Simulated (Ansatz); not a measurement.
A distorted cell of Pt (fcc, Cu type):

```
CELL_PARAMETERS angstrom
      0.00000     3.97009     3.97009
      1.98504     0.00000     1.98504
      1.98504     1.98504     0.00000
ATOMIC_POSITIONS crystal
  Pt 0.01454 0.99030 0.99030
  Pt 0.48546 0.00970 0.00970
```

Calculation: PBE (plane waves to 420 eV, PAW, scalar-relativistic; Ansatz, a first-principles code). k mesh 10×20×20 (Γ-centred), Fermi-Dirac smearing 0.05 eV. Compression counts positive. With partly filled bands, energies and forces of such displacements shift with the k mesh and the smearing. Pt is run without spin polarisation. Pt was relaxed with its symmetry unable to fall. Spin-orbit coupling is left out, though Pt is heavy. The PAW data are Ansatz's earlier set.

**Question.** What forces act on the atoms (eV/Å, Cartesian)?

**Answer.** 
```
atom      Fx      Fy      Fz
----  ------  ------  ------
Pt1    0.969  -0.969  -0.969
Pt2   -0.969   0.969   0.969
```

**Question.** Give the stress tensor in GPa and the pressure.

**Answer.** 
```
    2.7     -0.4     -0.4
   -0.4      2.7      0.4
   -0.4      0.4      2.7
```
The pressure, a third of the trace, is 2.7 GPa.

(For displaced atoms, the force is minus the slope of the energy, and its curvature is a force constant, which sets phonon frequencies.)
